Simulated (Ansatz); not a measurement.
CdHg₄C₆S₆Br₄N₆: field gradients at two levels of theory

Cell: a structure deposited in the COD whose atoms were relaxed with PBE, the cell held.

Space group Fmm2 (No. 42); a = 18.4636, b = 22.3222, c = 6.3678 Å.

```csv
site,Wyckoff,site symmetry,x,y,z
Cd,4a,mm2,0.5000,0.5000,0.0340
Hg,16e,1,0.6528,0.6905,0.5029
C6,16e,1,0.6270,0.5724,0.7298
C10,8c,m..,0.5000,0.6183,0.3681
S12,16e,1,0.6862,0.5853,0.5385
S16,8c,m..,0.5000,0.6856,0.4764
Br,16e,1,0.6575,0.8039,0.5247
N22,8c,m..,0.5000,0.4297,0.2939
N24,16e,1,0.5865,0.5622,0.8665
```

One atom of each set is listed; the run and its k-mesh use a cell of 27 atoms with edges of 11.61, 9.77, 14.48 Å.

First run. Level of theory: DFT, PBE, plane waves and PAW, scalar-relativistic, 420 eV cutoff, Γ-centred 5×5×5 k-points, Fermi–Dirac smearing 0.02 eV (Ansatz 0.2.0).

```
site  V_zz (10²¹ V/m²)     η
  Cd              6.51  0.85
  Hg             -35.4  0.46
  C6             -2.35  0.08
 C10             -2.56  0.01
 S12             -22.0  0.74
 S16             19.67  0.87
  Br              35.9  0.56
 N22             -3.93  0.51
 N24             -4.83  0.54
```

Second run. The same atoms and settings, except that the functional is r2SCAN and the cutoff is 500 eV.

Task: What does the second run give?

Result: 

| site | V_zz | η | change of V_zz |
| --- | --- | --- | --- |
| Cd | 6.80 | 0.86 | +0.29 |
| Hg | -41.3 | 0.43 | -5.90 |
| C6 | -2.67 | 0.11 | -0.32 |
| C10 | -2.90 | 0.03 | -0.34 |
| S12 | -21.9 | 0.79 | +0.17 |
| S16 | 20.2 | 0.78 | +0.53 |
| Br | 34.8 | 0.52 | -1.17 |
| N22 | -4.09 | 0.50 | -0.16 |
| N24 | -4.94 | 0.54 | -0.11 |

The largest change of V_zz is on Hg, from -35.4 to -41.3. In per cent, |V_zz| changes by +4 on Cd, +17 on Hg, +13 on C, -1 to +3 on S, -3 on Br, +2 to +4 on N (all sites that start above 0.5).

Spin–orbit coupling is left out, which shifts gradients on Hg by a few per cent, and by more where contributions nearly cancel. The database positions were far from equilibrium, so the relaxed structure may not be the compound's real one.
For the second run: The largest force is 0.9 eV/Å, so the atoms aren't at the calculated equilibrium and relaxing them would move these values.
